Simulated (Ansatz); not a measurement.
A geometry of CsSnI3 away from equilibrium: step 2 of the relaxation of a generated cell, CsSnI3 placed in the 2H-BaNiO3 structure type. Level of theory: PBEsol (plane waves to 420 eV, PAW, scalar-relativistic; Ansatz, an electronic-structure program). Γ-centred k-mesh 3×3×3 on the run's cell (coarser than for final values), Fermi–Dirac smearing 0.05 eV.

```xyz
10
Lattice="8.9714 0.0000 0.0000 -4.4857 7.7695 0.0000 0.0000 0.0000 7.7274" Properties=species:S:1:pos:R:3 pbc="T T T"
Cs     0.0000     5.1796     5.7955
Cs     4.4857     2.5898     1.9318
Sn     0.0000     0.0000     0.0000
Sn     0.0000     0.0000     3.8637
I      0.0000     2.4701     1.9318
I      2.3465     6.5344     1.9318
I     -2.3465     6.5344     1.9318
I      4.4857     5.2994     5.7955
I      2.1392     1.2350     5.7955
I      6.8322     1.2350     5.7955
```

Q: Predict the force on each atom, in eV/Å.

A: 
```csv
atom,Fx,Fy,Fz
Cs1,0.00,0.00,0.00
Cs2,0.00,0.00,0.00
Sn3,0.00,0.00,0.00
Sn4,0.00,0.00,0.00
I5,0.00,0.23,0.00
I6,-0.20,-0.11,0.00
I7,0.20,-0.11,0.00
I8,0.00,-0.23,0.00
I9,0.20,0.11,0.00
I10,-0.20,0.11,0.00
```

Q: What is the pressure?

A: -0.5 GPa, compression positive.

Q: How much energy per atom can still be gained by relaxing?

A: 0.04 eV/atom; the path ends in P6₃/mmc (No. 194).

No spin polarisation in the result.

The run could not lose the symmetry of its start, so the end can be a saddle point.

The end of the path is a generated cell of CsSnI3: the first start was made by placing the elements on the sites of a structure type, and the end was not matched to a known phase here, so it may be hypothetical. Known forms of CsSnI3 include space group No. 62, 221.
